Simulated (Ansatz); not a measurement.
ScCuO2:
```
ScCuO2
1.0
    1.60785     0.92829     5.67738
   -1.60785     0.92829     5.67738
    0.00000    -1.85658     5.67738
Sc Cu O
1 1 2
Cartesian
  0.00000   0.00000   8.51607
  0.00000   0.00000   0.00000
  0.00000   0.00000  15.21042
  0.00000   0.00000   1.82171
```

Relaxed with r²SCAN.

Map the electron localisation function on the plane through (0.500, 0.500, 0.500) spanned by u = [1, 0, 0] and v = [-1, 1, 1] in lattice vectors, from r²SCAN (plane waves, PAW; program Ansatz).

x is the fraction of u, y of v (the angle between them is 51°; rows are the nearest grid lines); atoms in the plane: Sc at (0.00, 0.00), Cu at (0.00, 0.50), O at (0.79, 0.39), O at (0.21, 0.61).
```
| .*%*.                   .*%*. |
|..=%%=                    -%%+.|
|%%%%%#:                     =#%|
|*%%%%*:                      :*|
|......                      ...|
|=--:..               ....  ..-=|
|*%@@@@%*-.           ........-*|
|+%@@@@@%#+:          ........:+|
|.=%@#++#@%#=.   .........::::..|
|..+@%+:=#@%*-   :---:....:::::.|
|*:.:#@#**%@@*:  :*#%%#+:..:=*#*|
|@*:.:%@%%%@@%=. :*%@@@%#:..=#@@|
|@@#=..:#%@@@%*: .=%@@%%%@%:.:*@|
|*#*=:..:+#%%#*:  :*@@%**#@#:.:*|
|.:::::....:---:   -*%@#=:+%@+..|
|..::::.........   .=#%@#++#@%=.|
|+:........          :+#%@@@@@%+|
|*-........           .-*%@@@@%*|
|=-..  ....               ..:--=|
|...                      ......|
|*:                      :*%%%%*|
|%#=                     :#%%%%%|
|.+%%-                    =%%=..|
| .*%*.                   .*%*. |
```
Scale: ten equal steps from 0.016 (start of ' ') to 0.872 (end of '@'), in the order ' .:-=+*#%@'; x runs from 0.000 to 1.00, y from 0.000 (bottom) to 1.00 (top).

The density is the valence pseudo-density with augmentation charge, so density and ELF within about 1 Å of a nucleus are not all-electron values.

Space group R-3m. The workflow started from a Materials Project entry (that database holds measured and hypothetical structures alike); the Crystallography Open Database files this formula in space group No. 166, but the cells were not matched. Its standing as an ambient phase is unchecked. The r²SCAN relaxation kept the symmetry of its start; whether a distortion lowers the energy is not shown. The run is not spin-polarised. No Hubbard U is applied.

Potentials: the later of the program's two PAW sets.
